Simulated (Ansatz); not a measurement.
Cu2O in space group Pn-3m (No. 224; Cu on 4c, O on 2a), PBEsol in the plane-wave PAW code Ansatz. The conduction-band minimum lies at Γ, with 1 equivalent valley. Second derivatives d²E/dk² of the lowest band at one valley (eV·Å²), along Cartesian directions:

| direction | d²E/dk² |
|---|---|
| [100] | 8.017 |
| [010] | 8.017 |
| [001] | 8.017 |
| [110] | 8.017 |
| [101] | 8.017 |
| [011] | 8.017 |

Find the principal effective masses, the density-of-states mass and the conductivity mass.

Off-diagonal terms follow from H_xy = H[110] − (H_xx + H_yy)/2, and m*/mₑ = 7.620 eV·Å² over each eigenvalue: 0.95, 0.95, 0.95. One valley's DOS mass (m₁m₂m₃)^(1/3) = 0.95, conductivity mass 3/(Σ 1/mᵢ) = 0.95 mₑ.

What effective density of states Nc follows at 300 K for parabolic valleys?

Nc = 2.509e19 × 1 × (0.95)^(3/2) ≈ 2.3e19 cm⁻³.

Symmetry was held in the PBEsol relaxation. The run is not spin-polarised. No Hubbard U is applied.

Potentials: the later of the program's two PAW sets.

Edges and masses are those of Kohn–Sham bands, whose gap is no quasiparticle gap.
